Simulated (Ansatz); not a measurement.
## Structures of In2P3: which is lowest?

Plane-wave DFT in Ansatz with scalar-relativistic PAW potentials, cutoff 420 eV, Γ-centred meshes chosen by cell and gap, Gaussian smearing with energies taken to zero width. Every cell was relaxed (cell and atoms) in a run of its own, within the symmetry of its start. Functional: PBE.

Relaxed structures (starts from databases or built by putting these elements on another compound's sites):
A. R-3m, 5 atoms in the computed cell, a = 3.833 Å, c = 24.486 Å; sites (symmetry × multiplicity) In 3m × 6, P -3m × 3 + 3m × 6; start: built
B. P-3m1, 5 atoms in the computed cell, a = 3.800 Å, c = 8.857 Å; sites (symmetry × multiplicity) In 3m. × 2, P -3m. × 1 + 3m. × 2; start: built
C. R-3c, 10 atoms in the computed cell, a = 5.240 Å, c = 31.646 Å; sites (symmetry × multiplicity) In 3. × 12, P .2 × 18; start: built

Question: Rank them by energy. Could pressure change the order?

Answer:
```tsv
structure	group	E − E(lowest) (meV/atom)	V (Å³/atom)	gap on mesh (eV)
A	R-3m	0.0	20.77	0.00
B	P-3m1	110	22.16	0.00
C	R-3c	117	25.09	0.00
```

A is lowest, 110 meV/atom under B. The lowest is also the densest of these, so pressure wouldn't bring one of the others in at first order. Other structures may lie lower than all of these, and vibrations aren't counted.